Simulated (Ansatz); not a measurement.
BAs:
```
BAs
1.0
    0.00000     2.38389     2.38389
    2.38389     0.00000     2.38389
    2.38389     2.38389     0.00000
B As
1 1
Cartesian
  3.57583   3.57583   3.57583
  0.00000   0.00000   0.00000
```

Relaxed with PBEsol. Special points in fractions of this cell's reciprocal vectors: Γ (0.000, 0.000, 0.000); X (0.500, 0.000, 0.500); U (0.625, 0.250, 0.625); K (0.375, 0.375, 0.750); L (0.500, 0.500, 0.500); W (0.500, 0.250, 0.750).

Problem. List the band energies nearest the valence-band maximum at these points for plane-wave PAW PBEsol (Ansatz code).

Solution. In eV from the valence-band maximum; about four levels below and three above (degenerate sets whole), none deeper than 8.9 eV; … stands for higher levels left out; points with the same levels are listed once.

```csv
k,below,above
Γ,0.00 0.00 0.00,3.25 3.25 3.25
X,-8.55 -4.12 -4.12,1.31 1.34 …
U,-8.16 -6.04 -3.52,1.95 5.49 9.24
L,-8.86 -1.84 -1.84,2.68 4.75 4.75
W,-8.06 -5.57 -5.27,5.19 5.94 6.69
```

Space group F-43m (zinc blende). The PBEsol relaxation kept the symmetry of its start. Spin–orbit coupling is left out wherever it is not named.

Potentials: the earlier of the program's two PAW sets. The files were generated under PBE; for other functionals the program regenerates the frozen cores, and for LDA and PBEsol the local potential too.
